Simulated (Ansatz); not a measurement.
AgI (wurtzite, space group No. 186) at seven volumes, DFT-PBEsol in the program Ansatz with PAW potentials, shape and atoms relaxed at each. One row is withheld.

```
V (Å³/atom)  P (GPa)
-----------  -------
30.532          4.14
31.538          2.49
32.545          1.13
33.551          0.00
34.558         -0.93
35.565         -1.70
36.571             ?
```

Fit the shown pressures and predict the withheld one.

Third-order Birch–Murnaghan: P = (3/2)B₀(x^(7/2) − x^(5/2))[1 + (3/4)(B′ − 4)(x − 1)] with x = (V₀/V)^(2/3). Least squares on the six rows gives V₀ = 33.553 Å³/atom, B₀ = 34.10 GPa, B′ = 5.35. At V = 36.571, x = 0.9442 and P = -2.33 GPa. The run itself gave -2.33 GPa.

Space group P6_3mc (wurtzite). Symmetry was held in the PBEsol relaxation. No spin polarisation was allowed. Spin–orbit coupling is left out wherever it is not named.

Potentials: the earlier of the program's two PAW sets. The files were generated under PBE; for other functionals the program regenerates the frozen cores, and for LDA and PBEsol the local potential too.
